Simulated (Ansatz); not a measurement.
CdS:
```yaml
crystal:
  lattice:
    - [4.07342, 0.00000, 0.00000]
    - [-2.03671, 3.52769, 0.00000]
    - [0.00000, 0.00000, 6.63879]
  atoms:
    - { symbol: Cd, position: [0.66667, 0.33333, 0.00060] }
    - { symbol: Cd, position: [0.33333, 0.66667, 0.50060] }
    - { symbol: S, position: [0.66667, 0.33333, 0.62460] }
    - { symbol: S, position: [0.33333, 0.66667, 0.12460] }
```

This is the LDA-relaxed structure. x, y and z are the axes in which the lattice vectors are written.

**Question.** All from plane-wave PAW LDA (Ansatz code), unless another level is named. Predict the formation energy from the elements (no fitted shifts).

**Answer.** -0.63 eV/atom.

**Question.** Next, the hole effective mass, band 2 of 2 at the edge?

**Answer.** 0.11 along x, 1.5 along z (mₑ).

**Question.** And the band gap?

**Answer.** 1.03 eV (direct).

**Question.** Next, the weight of the valence-edge state by species (Voronoi cells)?

**Answer.** S 81 %, Cd 19 %.

Space group P6_3mc (wurtzite). Symmetry was held in the LDA relaxation; phonons on a q-mesh show no instability. The references are the lowest solids computed at this level, not always the standard phases. Scalar-relativistic: spin–orbit coupling is off unless named, which matters more the heavier the elements.

Potentials: the later of the program's two PAW sets.
